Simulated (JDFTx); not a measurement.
* **surface**: TiAl3(110), Al outermost, slab composition Ti3Al11
* **bulk**: TiAl3, I4/mmm, lattice of mp-542915 (not re-optimised)
* **slab**: 14 atoms in 7 planes, 1x1, 8.0 Å between the outermost planes
* **in-plane cell**: 5.062 × 5.062 Å, 23.14 Å²
* **cell height**: 24.1 Å
* **sampling**: 6×6×1 k mesh, Fermi smearing 0.01 Ha, no spin polarisation

Whether this polymorph is the ambient one wasn't checked. Neither spin polarisation nor a larger cell was tried.

Computed with a modified build of JDFTx: PBE, GBRV ultrasoft potentials, plane waves to 20/100 Ha. Liquid: SCCS (g09 parameters), water, 1 M KF. The neutral cell holds 69 valence electrons and has two faces of 23.139 Å² each. Last filling lines of the neutral and of a charged run (μ in hartree, zero in the bulk liquid):

```
FillingsUpdate:  mu: -0.148081296  nElectrons: 69.000000
FillingsUpdate:  mu: -0.133768000  nElectrons: 69.122072
```

Worked example: both potentials, by the convention U = −μ/e − 4.44 V vs SHE, the surface charge density and the mean capacitance.

U_pzc = 0.14808 × 27.2114 − 4.44 = -0.41 V; U = 0.13377 × 27.2114 − 4.44 = -0.80 V. The cell has 0.1221 excess electrons, a net charge of -0.1221 e, shared by two faces: σ = -0.1221 e / (2 × 23.139 Å²) = -0.00264 e/Å² = -4.2 μC/cm² (1 e/Å² = 1602.18 μC/cm²). C = σ/(U − U_pzc) = -4.2/-0.39 ≈ 11 μF/cm².
